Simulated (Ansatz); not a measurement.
Data:

Al$_{2}$O$_{3}$:
Space group Cmc2₁ (No. 36); a = 9.670 Å, b = 5.510 Å, c = 4.930 Å, α = β = γ = 90.00°

```tsv
atom	site	symmetry	x	y	z
Al	8b	1	0.1681	0.1607	0.4317
O	4a	m..	0.0000	0.2190	0.4891
O	8b	1	0.2211	0.1198	0.0876
```
(The calculation used a cell of 10 atoms; values per cell refer to that cell.)

This is the r²SCAN-relaxed structure.

Problem. All from r²SCAN in the plane-wave PAW code Ansatz, unless another level is named. Estimate the Debye temperature from the elastic constants.

Solution. 607 K.

Problem. What about the highest zone-centre frequency (without LO–TO term)?

Solution. 1050 cm^-1.

Space group Cmc2_1. The first step of the workflow began from a Materials Project structure, measured or hypothetical; the Crystallography Open Database copy checked does not list it. It is not the phase usual at ambient conditions (space group No. 167). The r²SCAN relaxation kept the symmetry of its start; its stability against distortions is not shown here.

Potentials: the later of the program's two PAW sets.
